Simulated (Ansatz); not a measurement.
Input and output for fcc Ag (110), 3 layers: DFT, PBE, PAW with Ansatz's default frozen-core files, scalar-relativistic (Ansatz 0.2.0). This run: atoms relaxed.

The slab is cut from a bulk crystal relaxed on PAW files (its atoms may have been relaxed since).

Command: `ansatz run input.yaml --threads 2 --pin off --max-ram 4096MiB --backend cpu --events-out ev --progress --plain --runs-dir out` It took 22 s on 2 threads of Intel(R) Xeon(R) 6975P-C (Granite Rapids), with other jobs on the host, peak memory 0.59 GiB.

```yaml
crystal:
  lattice:
    - [2.9333909044, 0.0, 0.0]
    - [0.0, 4.1484412008, 0.0]
    - [0.0, 0.0, 15.9334]
  atoms:
    - { symbol: Ag, position: [0.0, 0.0, 0.4079483693] }
    - { symbol: Ag, position: [0.5, 0.5, 0.5] }
    - { symbol: Ag, position: [0.0, 0.0, 0.5920516307] }
kpoints:
  mp_grid: { grid: [14, 10, 1] }
scf:
  occupations: { method: fermi_dirac, width: 0.08 }
hamiltonian:
  xc: pbe
  pseudopotentials: { kind: paw }
output:
  forces: true
  stress: true
  eigenvalues: true
relax:
  f_tol: 0.01
  max_steps: 40
efield:
  axis: 3
  amplitude: 0
  dipole_correction: true
```

Output:

```
Warning: output.stress: scf.convergence.dr2_threshold = 1e-7 eV (the SCF's general default) is looser than the 3e-10 eV advised for a printed stress (1e-10 eV for each atom of the cell: 3). What an SCF threshold leaves in a stress goes as its square root, and in the free energy as the threshold itself, and one threshold admits the most on a small cell: of the crystals measured, under no hybrid functional and no lock of the moments, on runs that ended without the residual-converged pass, on stresses that held no estimate of that error, the worst erred by over 100 MPa in a component at 1e-7 eV an atom and by under 5 at 1e-10. Every solve of this run answers to scf.convergence.dr2_threshold, and the tensor of one is reported: a single SCF on the reported geometry and on this run's grids (its basis.xc_grid and basis.ecutrho_ratio typed), with scf.convergence.dr2_threshold at 3e-10 eV or tighter, prints it and tightens no other solve. Else set scf.convergence.dr2_threshold to 3e-10 eV or tighter. The threshold is an SCF's pass mark: one that does not reach it within its budget of iterations ends unconverged, or closes short of it on a stop that the run arms, and scf.convergence.dr2_threshold's page says what that costs each kind of run
Engine: ansatz 0.2.0
Pseudopotentials: kind: paw
Pseudopotential: Ag, paw, valence charge 19, recommended cutoff 420 eV (normal), Ag.paw.azcp
Functional definition: PBE
  parameter kappa = 0.804
  parameter beta = 0.06672455060314922
  exchange = pbe_x(kappa = kappa, mu = beta*pi^2/3)
  correlation = pbe_c(beta = beta)
Crystal: 3 atoms, lattice volume = 193.894 Å³
Basis set: ecut = 420 eV, 3761 PW (Γ), exchange–correlation on 40×60×216 points (8 copies of the dense FFT grid, shifted against one another)
Bands: 35, of which v1, the nominal top of the filled ones, is band 29 counted from 1 (28 counted from 0)
Symmetry: 4 space group operations
k-points: 48 of 140
Non-local potential: Ag, projectors of the file, l = 0: 3, l = 1: 2, l = 2: 2, l = 3: 1
PAW form: soft (Blöchl's): semilocal exchange-correlation on the pseudo side does not see the compensation charge
PAW one-centre angular grid: Ag, 590 points (default); XC on 64 Gauss nodes
Initial density: superposition of atomic densities (neutral atoms: chi_scale 0, normalization atom), corrected by the library's trained network
Initial wavefunctions: pseudopotential atomic-orbital guess
Functional: x = pbe(κ = 0.804, μ = 0.2195149727645171), c = pbe(β = 0.06672455060314922)
SCF iter   1: F=—  HF=-22770.293435 eV  |F-HF|=—  |Δ(HF+E_count)|=         —  Δρ=8.36e-4  dr2=1.62e-3  ethr=1.77e-3  p=0.000 e·Å  D=1.72e-13 V/Å  ΔV_dip=-0.00 eV  dr2_dipole=4.66e-10  V_vac-E_F(+/−)=4.17/4.17 eV  ⟨swp⟩=7.4  Hψ=7246  notcnv=0  defer=1
efield: sawtooth ramp at fractional position 0.9500 (placed from the atoms, in the widest stretch of the axis that holds none; the zero of the levels goes with the place), width 0.1000; the density the first Hamiltonian is built on has a dipole p = 0.000 e·Å; the dipole correction subtracts the counter field D = 1.72e-13 V/Å, which shifts the + side's vacuum level by -0.00 eV against the − side's; the planar-averaged density in the ramp window peaks in size at 4.7e-5 e/Å³
preconditioner: auto → LDOS  [metal: Δε(μ)=0.050 eV  Ē_g=8.240 eV  σ=0.080 eV  W_gap=0.15  n_scr=34 (ndim 8)  ℏωp=15.3 eV  f_vac=0.631  D(μ)=0.91/eV (n_scr^D=4)  β→1.0]
SCF iter   2: F=—  HF=-22770.296521 eV  |F-HF|=—  |Δ(HF+E_count)|=   3.09e-3  Δρ=3.35e-4  dr2=2.33e-4  ethr=2.85e-6  p=0.000 e·Å  D=9.99e-7 V/Å  ΔV_dip=-0.00 eV  dr2_dipole=2.88e-10  V_vac-E_F(+/−)=4.28/4.28 eV  ⟨swp⟩=2.9  Hψ=4013  notcnv=0  defer=34
SCF iter   3: F=—  HF=-22770.296534 eV  |F-HF|=—  |Δ(HF+E_count)|=   1.23e-5  Δρ=2.73e-4  dr2=1.48e-4  ethr=4.09e-7  p=-0.000 e·Å  D=-5.75e-6 V/Å  ΔV_dip=0.00 eV  dr2_dipole=3.19e-10  V_vac-E_F(+/−)=4.28/4.28 eV  ⟨swp⟩=2.2  Hψ=3002  notcnv=0  defer=34
SCF iter   4: F=—  HF=-22770.296503 eV  |F-HF|=—  |Δ(HF+E_count)|=   3.03e-5  Δρ=4.32e-5  dr2=5.67e-6  ethr=2.60e-7  p=0.000 e·Å  D=1.84e-6 V/Å  ΔV_dip=-0.00 eV  dr2_dipole=6.52e-11  V_vac-E_F(+/−)=4.28/4.28 eV  ⟨swp⟩=2.0  Hψ=2378  notcnv=0  defer=34
iter 5 did not close the SCF: its close was put off for the readings that it lacked (scf_convergence_deferred on its scf_iter line)
SCF iter   5: F=-22770.296503 eV  HF=-22770.296503 eV  |F-HF|=5.69e-7  |Δ(HF+E_count)|=   1.06e-7  Δρ=2.36e-5  dr2=9.28e-7  ethr=9.95e-9  p=-0.000 e·Å  D=-9.73e-7 V/Å  ΔV_dip=0.00 eV  dr2_dipole=2.23e-11  V_vac-E_F(+/−)=4.29/4.29 eV  ⟨swp⟩=2.0  Hψ=2444  notcnv=0  defer=34
iter 6 did not close the SCF: its close was put off until two iterations running show no level that it waits for move by more than its bar (scf_convergence_deferred on its scf_iter line)
SCF iter   6: F=-22770.296503 eV  HF=-22770.296503 eV  |F-HF|=3.20e-8  |Δ(HF+E_count)|=   1.74e-7  Δρ=4.64e-6  dr2=4.81e-8  ethr=1.63e-9  p=0.000 e·Å  D=2.70e-8 V/Å  ΔV_dip=-0.00 eV  dr2_dipole=5.41e-14  V_vac-E_F(+/−)=4.29/4.29 eV  ⟨swp⟩=8.7  Hψ=7542  notcnv=0
iter 7 did not close the SCF: its close was put off until two iterations running show no level that it waits for move by more than its bar (scf_convergence_deferred on its scf_iter line)
SCF iter   7: F=-22770.296503 eV  HF=-22770.296503 eV  |F-HF|=2.10e-9  |Δ(HF+E_count)|=   4.35e-8  Δρ=1.35e-6  dr2=3.32e-9  ethr=8.44e-11  p=-0.000 e·Å  D=-2.59e-8 V/Å  ΔV_dip=0.00 eV  dr2_dipole=1.78e-14  V_vac-E_F(+/−)=4.29/4.29 eV  ⟨swp⟩=3.5  Hψ=4945  notcnv=0
SCF iter   8: F=-22770.296503 eV  HF=-22770.296503 eV  |F-HF|=8.48e-10  |Δ(HF+E_count)|=   3.39e-9  Δρ=8.49e-7  dr2=1.23e-9  ethr=5.83e-12  p=0.000 e·Å  D=4.17e-8 V/Å  ΔV_dip=-0.00 eV  dr2_dipole=9.36e-15  V_vac-E_F(+/−)=4.29/4.29 eV  ⟨swp⟩=2.1  Hψ=5353  notcnv=0
SCF 1 converged in 8 iterations: F = -22770.296503 eV  dr2 = 1.23e-9
  greatest PAW one-centre occupation: 1.000 electrons in one spin orbital (limit 2), on the Ag atom at site 1 (counted from 0), in its partial waves of l = 0
relax step   1: F+E_penalty+E_count = -22770.29650326 eV  Δ(F+E_penalty+E_count) = +0.000e0 eV  max|allowed force component| = 2.369e-1 eV/Å  Δτ_max = 0.0000 Å  (8 SCF iters, dr2 threshold 2.50e-6 eV, accepted)
Initial density: handed on by an earlier stage of this run
Initial wavefunctions: those handed on with the density
iter 1 solved again at ethr=7.76e-6 eV; its pass at ethr=3.10e-3 eV (dr2=4.43e-3 eV) is discarded
SCF iter   1: F=—  HF=-22770.309954 eV  |F-HF|=—  |Δ(HF+E_count)|=         —  Δρ=1.59e-3  dr2=4.57e-3  ethr=7.76e-6  p=0.000 e·Å  D=4.17e-8 V/Å  ΔV_dip=-0.00 eV  dr2_dipole=1.80e-16  V_vac-E_F(+/−)=4.26/4.26 eV  ⟨swp⟩=2.1  Hψ=6755  notcnv=0  defer=38
efield: sawtooth ramp at fractional position 0.9500 (handed on by an earlier solve), width 0.1000; the density the first Hamiltonian is built on has a dipole p = 0.000 e·Å; the dipole correction subtracts the counter field D = 4.17e-8 V/Å, which shifts the + side's vacuum level by -0.00 eV against the − side's; the planar-averaged density in the ramp window peaks in size at 4.0e-6 e/Å³
preconditioner: auto → LDOS  [metal: Δε(μ)=0.099 eV  Ē_g=8.310 eV  σ=0.080 eV  W_gap=0.28  n_scr=34 (ndim 8)  ℏωp=15.3 eV  f_vac=0.637  D(μ)=0.95/eV (n_scr^D=4)  β→1.0]
SCF iter   2: F=—  HF=-22770.310831 eV  |F-HF|=—  |Δ(HF+E_count)|=   8.77e-4  Δρ=1.90e-3  dr2=7.18e-3  ethr=7.76e-6  p=-0.000 e·Å  D=-7.03e-8 V/Å  ΔV_dip=0.00 eV  dr2_dipole=3.61e-14  V_vac-E_F(+/−)=4.32/4.32 eV  ⟨swp⟩=2.0  Hψ=3146  notcnv=0  defer=38
SCF iter   3: F=—  HF=-22770.308881 eV  |F-HF|=—  |Δ(HF+E_count)|=   1.95e-3  Δρ=1.96e-4  dr2=6.45e-5  ethr=7.76e-6  p=0.000 e·Å  D=5.89e-9 V/Å  ΔV_dip=-0.00 eV  dr2_dipole=4.67e-15  V_vac-E_F(+/−)=4.29/4.29 eV  ⟨swp⟩=2.1  Hψ=2770  notcnv=0  defer=38
[... lines left out ...]
E sigma→0 (E₀):  -22770.299853 eV
Entropy (-TS):   -0.019986 eV (-6.662 meV/atom)
Fermi energy:    1.436452 eV
Dipole field:    D = -0.000000 V/Å  (p = -0.000000 e·Å, saw-weighted, corrected)
Work function:   Φ+ = 4.2905 eV   Φ− = 4.2905 eV
Levels:          The Fermi level and band energies are counted from a zero that moves with the ramp; work functions are not
--- Per-component energies (eV) ---
  E_band       = -1587.533933
  E_kinetic    = 1580.760810
  E_local      = -42329.515883  (includes V_loc(G=0)·N_el)
  E_nonlocal   = 242.170773
  E_hartree    = 20429.098189
  E_xc         = -551.376961
  E_vxc        = -700.059866  (∫ρ·V_xc dr)
  E_paw        = -11708.607163  (= ΣΔE_a)
  E_vpaw       = -1239.084923  (= ΣTr[D̂ρ^β])
  E_aug_tail   = 0.000966  (compensation charges beyond the density's cutoff)
  E_efield     = 0.000000  (sawtooth field / dipole correction)
  E_vefield    = 0.000000  (∫n·V_field dr)
  E_ewald      = 9567.179409
  E_smearing   = -0.019986  (= −TS)
  E_closure    = 0.000000  (closes the sum)
  Σ components = -22770.309846   (vs F -22770.309846, Δ=0.00e0)
--- Forces (eV/Å), atoms counted from 1 ---
  atom   1  Ag    -0.00000000     0.00000000     0.00533473
  atom   2  Ag    -0.00000000    -0.00000000     0.00000003
  atom   3  Ag     0.00000000    -0.00000000    -0.00533480
  max |Σ_I F_I| component: 2.91e-8 eV/Å
--- Stress (GPa, compression-positive) ---
       -1.552274      -0.000000       0.000000
       -0.000000      -1.142057      -0.000000
        0.000000      -0.000000      -0.012543
  P = ⅓ Tr σ = -0.9023 GPa (-9.023 kbar)
--- Band table (eV; the first three rows and the last of 48) ---
  k-point 0: bands = ["-90.3408", "-90.0723", "-90.0686", "-53.8440", "-53.7981", "-53.7913", "-53.5779", "-53.5521", "-53.5474", "-53.5461", "-53.5435", "-53.5214", "-4.7686", "-4.2342", "-3.6239", "-3.4433", "-3.1576", "-2.9168", "-2.8151", "-2.7337", "-2.6047", "-2.2536", "-2.1734", "-2.0305", "-1.9122", "-1.7817", "-1.6110", "-1.3187", "-0.2415", "2.6673", "4.8845", "5.2549", "5.6504", "7.6713", "7.8974"]
  k-point 1: bands = ["-90.3408", "-90.0723", "-90.0686", "-53.8438", "-53.7986", "-53.7911", "-53.5774", "-53.5515", "-53.5482", "-53.5463", "-53.5435", "-53.5215", "-4.7042", "-4.2119", "-3.5895", "-3.5408", "-3.1126", "-2.9296", "-2.8192", "-2.7253", "-2.5020", "-2.3211", "-2.1596", "-2.0421", "-1.8575", "-1.7952", "-1.5951", "-1.3384", "-0.1772", "2.7364", "4.1394", "5.3219", "5.7419", "7.3497", "8.0367"]
  k-point 2: bands = ["-90.3408", "-90.0723", "-90.0686", "-53.8433", "-53.8000", "-53.7907", "-53.5761", "-53.5503", "-53.5499", "-53.5467", "-53.5435", "-53.5217", "-4.5435", "-4.1394", "-3.7025", "-3.4972", "-3.0451", "-2.9246", "-2.8283", "-2.7207", "-2.4434", "-2.3022", "-2.1238", "-2.0668", "-1.8089", "-1.7805", "-1.5416", "-1.3908", "0.0362", "2.6743", "3.0463", "5.3568", "5.9930", "6.2040", "8.2411"]
  k-point 47: bands = ["-90.3361", "-90.0679", "-90.0640", "-53.8668", "-53.8376", "-53.7906", "-53.6147", "-53.6110", "-53.5715", "-53.5466", "-53.5453", "-53.5170", "-4.0812", "-3.7067", "-3.4525", "-3.4019", "-3.1515", "-3.0340", "-2.8710", "-2.7091", "-2.4528", "-2.1396", "-1.9629", "-1.8583", "-1.4395", "-1.3986", "-1.3484", "2.6954", "3.0438", "5.1580", "5.8354", "5.9589", "6.2202", "7.8145", "8.3199"]
--- Relaxed structure (4 steps of the walk, 4 accepted, 0 SCFs on fresh bases) ---
  F+E_penalty+E_count = -22770.30984582 eV   max|allowed force component| = 5.335e-3 eV/Å
  atoms:
    - { symbol: Ag, position: [2.027794819776218e-34, -3.8687823754454915e-35, 0.4112108481525333] }
    - { symbol: Ag, position: [0.5, 0.5000000000000001, 0.49999999897160846] }
    - { symbol: Ag, position: [6.428759293725614e-34, -1.3153860076514669e-34, 0.5887891528758584] }
```

The cell is 1×1, so reconstructions are forbidden, and in slabs of four or five layers the relaxations can be far larger than at a real surface.
